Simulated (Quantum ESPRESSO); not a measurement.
Kohn-Sham bands of AlSb (zinc blende)

```
CELL_PARAMETERS angstrom
      0.00000     3.09252     3.09252
      3.09252     0.00000     3.09252
      3.09252     3.09252     0.00000
ATOMIC_POSITIONS crystal
  Al 0.00000 0.00000 0.00000
  Sb 0.25000 0.25000 0.25000
```

Structure: Materials Project mp-2624, symmetrised, not relaxed again. COD (Crystallography Open Database) has an entry of this formula and space group (matched by these alone). Computed values, not measurements, from PBEsol: Quantum ESPRESSO (norm-conserving PseudoDojo potentials, cutoff 64 Ry, spinors with spin-orbit coupling) on a Γ-centred 8×8×8 mesh, then Wannier90. Density: 8×8×8 mesh, cold smearing 0.01 Ry.

Question: List the Kohn-Sham levels between −8 and 3.9 eV relative to the valence-band maximum at the high-symmetry points, as a band run of pw.x on that density gives them (levels within 2 meV counted together).

Answer: 
```json
[
 {"point": "Γ", "k (reciprocal lattice)": "0.000 0.000 0.000", "levels (eV)": "-0.68 (×2), 0.00 (×4), 1.15 (×2), 2.84 (×2), 2.90 (×4)"},
 {"point": "X", "k (reciprocal lattice)": "-0.500 -0.500 0.000", "levels (eV)": "-5.65 (×2), -2.52 (×2), -2.22 (×2), 0.95 (×2), 1.19 (×2)"},
 {"point": "U", "k (reciprocal lattice)": "-0.375 -0.375 0.250", "levels (eV)": "-5.51, -5.39, -3.55, -3.32, -2.03, -2.01, 1.42, 1.43, 3.71, 3.84"},
 {"point": "K", "k (reciprocal lattice)": "-0.375 0.000 0.375", "levels (eV)": "-5.51, -5.39, -3.55, -3.32, -2.03, -2.01, 1.42, 1.43, 3.71, 3.84"},
 {"point": "L", "k (reciprocal lattice)": "0.000 0.000 0.500", "levels (eV)": "-5.57 (×2), -1.30 (×2), -0.92 (×2), 1.02 (×2), 3.47 (×2), 3.51 (×2)"},
 {"point": "W", "k (reciprocal lattice)": "-0.500 -0.250 0.250", "levels (eV)": "-5.50, -5.35, -3.41, -3.08, -2.90, -2.85, 3.59, 3.65"}
]
```
